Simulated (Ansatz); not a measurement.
NbIr:
```
NbIr
1.0
    2.84021     0.00000     0.00000
    0.00000     2.84021     0.00000
    0.00000     0.00000     3.85722
Ir Nb
1 1
Direct
  0.00000   0.00000   0.00000
  0.50000   0.50000   0.50000
```

Relaxed with PBEsol.

**Question.** Map the valence electron density (e/Å³), cut off at 5 on the plane through (0.000, 0.000, 0.000) spanned by u = [1, 0, 0] and v = [0, 1, 1] in lattice vectors, from the program Ansatz at the PBEsol level (PAW).

**Answer.** x is the fraction of u, y of v (the angle between them is 90°; rows are the nearest grid lines); atoms in the plane: Ir at (0.00, 0.00), Nb at (0.50, 0.50).
```
y \ x   0.000  0.0625  0.188  0.250  0.375  0.438  0.562  0.625  0.750  0.812  0.938   1.00
------  -----  ------  -----  -----  -----  -----  -----  -----  -----  -----  -----  -----
1.00     5.00    5.00   5.00   2.95  0.616  0.428  0.428  0.616   2.95   5.00   5.00   5.00
0.917    5.00    5.00   3.81   1.87  0.513  0.380  0.380  0.513   1.87   3.81   5.00   5.00
0.833    2.07    1.90   1.01  0.676  0.358  0.305  0.305  0.358  0.676   1.01   1.90   2.07
0.750   0.468   0.458  0.399  0.369  0.338  0.337  0.337  0.338  0.369  0.399  0.458  0.468
0.708   0.336   0.336  0.343  0.367  0.497  0.578  0.578  0.497  0.367  0.343  0.336  0.336
0.625   0.274   0.286  0.484  0.855   2.45   3.18   3.18   2.45  0.855  0.484  0.286  0.274
0.542   0.298   0.332  0.976   2.13   5.00   5.00   5.00   5.00   2.13  0.976  0.332  0.298
0.458   0.298   0.332  0.976   2.13   5.00   5.00   5.00   5.00   2.13  0.976  0.332  0.298
0.375   0.274   0.286  0.484  0.855   2.45   3.18   3.18   2.45  0.855  0.484  0.286  0.274
0.292   0.336   0.336  0.343  0.367  0.497  0.578  0.578  0.497  0.367  0.343  0.336  0.336
0.250   0.468   0.458  0.399  0.369  0.338  0.337  0.337  0.338  0.369  0.399  0.458  0.468
0.167    2.07    1.90   1.01  0.676  0.358  0.305  0.305  0.358  0.676   1.01   1.90   2.07
0.0833   5.00    5.00   3.81   1.87  0.513  0.380  0.380  0.513   1.87   3.81   5.00   5.00
0.000    5.00    5.00   5.00   2.95  0.616  0.428  0.428  0.616   2.95   5.00   5.00   5.00
```

The density is the valence pseudo-density with augmentation charge, so density and ELF within about 1 Å of a nucleus are not all-electron values.

Space group P4/mmm (L1₀ or tetragonal B2). The workflow started from an entry of the Crystallography Open Database (COD). Its standing as an ambient phase is unchecked. Symmetry was held in the PBEsol relaxation; its stability against distortions is not shown here. The run is not spin-polarised. Scalar-relativistic: spin–orbit coupling is off unless named, which matters more the heavier the elements.

Potentials: the later of the program's two PAW sets.
